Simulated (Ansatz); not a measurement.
Consider the following.

MoPt:
```cif
data_Mo2Pt2
_chemical_formula_sum 'Mo2 Pt2'
_space_group_name_H-M_alt 'P 1'
_space_group_IT_number 1
_cell_length_a 4.45334
_cell_length_b 2.71847
_cell_length_c 4.91484
_cell_angle_alpha 90.000
_cell_angle_beta 90.000
_cell_angle_gamma 90.000
loop_
_space_group_symop_operation_xyz
  'x, y, z'
loop_
_atom_site_label
_atom_site_type_symbol
_atom_site_fract_x
_atom_site_fract_y
_atom_site_fract_z
_atom_site_occupancy
Mo1 Mo 0.25000 0.00000 0.16353 1
Mo2 Mo 0.75000 0.00000 0.83647 1
Pt1 Pt 0.25000 0.50000 0.66421 1
Pt2 Pt 0.75000 0.50000 0.33579 1
```

This is the PBEsol-relaxed structure.

Question: All from PBEsol in the plane-wave PAW code Ansatz, unless another level is named. Give the density of states at the Fermi level.

Answer: 0.84 states/eV per atom (mean over ±0.08 eV).

Question: Next, the formation energy from the elements (no fitted shifts)?

Answer: -0.36 eV/atom.

Space group Pmma. The first step of the workflow began from a Materials Project structure, measured or hypothetical; the Crystallography Open Database copy checked does not list it. With Mo and Pt taken as one species the cell has the higher symmetry P6_3/mmc, so it may be an ordered model of a mixed-site phase. Whether it is the stable phase at ambient conditions was not checked. The cell was relaxed with PBEsol under the symmetry of its start; its stability against distortions is not shown here. No spin polarisation was allowed. The references are the lowest solids computed at this level, not always the standard phases. Scalar-relativistic: spin–orbit coupling is off unless named, which matters more the heavier the elements.

Potentials: the later of the program's two PAW sets.
